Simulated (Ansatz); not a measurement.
Relaxed Pt (fcc, Cu type):

```xyz
2
Lattice="0.0000 3.9701 3.9701 1.9850 0.0000 1.9850 1.9850 1.9850 0.0000" Properties=species:S:1:pos:R:3 pbc="T T T"
Pt     0.0000     0.0000     0.0000
Pt     1.9850     3.9701     1.9850
```

A phonon eigenvector at L = (0.5, 0.0, 0.0) is frozen into this cell: atom i moves by Q times the vector below, so Q is the largest atomic displacement, in Å. The cell is held. It is one choice among 2 degenerate patterns. (q is in reciprocal vectors of the primitive cell; the cell shown is doubled to hold the pattern.)

```tsv
atom	x	y	z
Pt1	0.285	-0.520	0.805
Pt2	-0.285	0.520	-0.805
```

Level of theory: PBE (plane waves to 420 eV, PAW, scalar-relativistic; Ansatz, a quantum-chemistry and plane-wave program). k mesh 10×20×20 (Γ-centred), Fermi-Dirac smearing 0.05 eV. With partly filled bands, energies and forces of such displacements shift with the k mesh and the smearing. Pt is run without spin polarisation. Pt was relaxed with its symmetry unable to fall. Spin-orbit coupling is left out, though Pt is heavy. The PAW data are Ansatz's earlier set. 

```json
[
 {"Q (Å)": "-0.280", "−dE/dQ from forces (eV/Å)": "1.374"},
 {"Q (Å)": "-0.233", "−dE/dQ from forces (eV/Å)": "1.354"},
 {"Q (Å)": "-0.187", "−dE/dQ from forces (eV/Å)": "1.293"},
 {"Q (Å)": "-0.140", "−dE/dQ from forces (eV/Å)": "1.173"},
 {"Q (Å)": "-0.093", "−dE/dQ from forces (eV/Å)": "0.935"},
 {"Q (Å)": "-0.047", "−dE/dQ from forces (eV/Å)": "0.523"},
 {"Q (Å)": "0.000", "−dE/dQ from forces (eV/Å)": "0.000"},
 {"Q (Å)": "0.047", "−dE/dQ from forces (eV/Å)": "-0.523"},
 {"Q (Å)": "0.093", "−dE/dQ from forces (eV/Å)": "-0.935"},
 {"Q (Å)": "0.140", "−dE/dQ from forces (eV/Å)": "-1.173"},
 {"Q (Å)": "0.187", "−dE/dQ from forces (eV/Å)": "-1.293"},
 {"Q (Å)": "0.233", "−dE/dQ from forces (eV/Å)": "-1.354"},
 {"Q (Å)": "0.280", "−dE/dQ from forces (eV/Å)": "-1.374"}
]
```

Problem. What harmonic wavenumber does the curvature at Q = 0 give?

Solution. 90 cm⁻¹. E″ = 11.60 eV/Å², M = Σ mᵢ|uᵢ|² = 390.2 u, ν̃ = 521.5·√(|E″|/M).

(A displaced cell: forces are minus the slopes of the energy, force constants its curvatures, and phonons follow from these.)
